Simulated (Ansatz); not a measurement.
Relaxed-ion elastic tensor of Si₃P₄ in space group I-43d (No. 220; Si on 12a, P on 16c) in GPa (Voigt order), r²SCAN in the plane-wave PAW code Ansatz; density 2.61 g/cm³, 18.88 Å³ per atom.

```
 102  66.1  66.1   0.0   0.0   0.0
66.1   102  66.1   0.0   0.0   0.0
66.1  66.1   102   0.0   0.0   0.0
 0.0   0.0   0.0  69.2   0.0   0.0
 0.0   0.0   0.0   0.0  69.2   0.0
 0.0   0.0   0.0   0.0   0.0  69.2
```

Problem. Is the crystal mechanically stable?

Solution. Yes: the smallest eigenvalue of C is 36.2 GPa.

Problem. Work out the Voigt, Reuss and Hill averages.

Solution. K_V = 78.1, K_R = 78.1, K_H = 78.1; G_V = 48.7, G_R = 32.5, G_H = 40.6 GPa.

Problem. Give Young's modulus, Poisson's ratio, Pugh's ratio and the universal anisotropy index.

Solution. E = 9KG/(3K + G) = 104 GPa; ν = 0.28; K/G = 1.92 (ductile by the Pugh limit of 1.75); A_U = 5G_V/G_R + K_V/K_R − 6 = 2.50.

Problem. Estimate the sound speeds and the Debye temperature.

Solution. v_l = √((K + 4G/3)/ρ) = 7110 m/s, v_t = √(G/ρ) = 3940 m/s, mean 4390 m/s; Θ = (h/k)(3n/4πV)^(1/3) v_m = 491 K.

Problem. Give the Zener ratio and Young's modulus along [100], [110] and [111].

Solution. A = 2C44/(C11 − C12) = 3.82; 1/E = S11 − 2(S11 − S12 − S44/2)Γ with Γ = 0, 1/4, 1/3 gives 50.4, 104, 160 GPa.

Problem. Solve the Christoffel equation for the three sound speeds along [100], [110], [111].

Solution. Eigenvalues of C_ijkl n_j n_l equal ρv². In km/s, slowest first: [100] 5.14, 5.14, 6.25; [110] 2.63, 5.14, 7.66; [111] 3.66, 3.66, 8.07.

The cell is a constructed one: a structure type filled with these elements; neither database checked (COD, Materials Project) lists it. Whether it is the stable phase at ambient conditions was not checked. The cell was relaxed with r²SCAN under the symmetry of its start; whether a distortion lowers the energy is not shown. A small band overlap can be real or an error of a semilocal functional. As this level gives no gap, shear constants depend on the k-mesh and smearing (Fermi–Dirac, 0.1 eV here).

Potentials: the earlier of the program's two PAW sets.
